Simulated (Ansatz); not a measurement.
This cell of AlNi (CsCl type) is off equilibrium:

```yaml
crystal:
  lattice:
    - [2.89266, 0.00000, 0.00000]
    - [0.00000, 2.89266, 0.00000]
    - [0.00000, 0.00000, 3.00836]
  atoms:
    - { symbol: Al, position: [0.00000, 0.00000, 0.00000] }
    - { symbol: Ni, position: [0.50000, 0.50000, 0.50000] }
```

Calculation: PBE (plane waves to 420 eV, PAW, scalar-relativistic; Ansatz, an electronic-structure program). k mesh 16×16×16 (Γ-centred), Fermi-Dirac smearing 0.05 eV. Energies are smeared free energies. Stress and pressure are positive under compression. With partly filled bands, the response to shear is sensitive to the k mesh, so small differences along c/a are uncertain. AlNi is run without spin polarisation. AlNi was relaxed with its symmetry unable to fall. The PAW data are Ansatz's earlier set.

Q: What is the stress tensor (GPa)?

A: 
```
   -4.9      0.0      0.0
    0.0     -4.9      0.0
    0.0      0.0     -7.1
```
The pressure, a third of the trace, is -5.6 GPa.

Q: It is the relaxed cell deformed to V/V₀ = 1.040, (c/a)/(c/a)₀ = 1.040, c along z, fractional positions held. What is its energy relative to the relaxed cell?

A: 11 meV/atom.

(Under strain, the slope of the energy per volume gives the stress and its curvature an elastic modulus.)
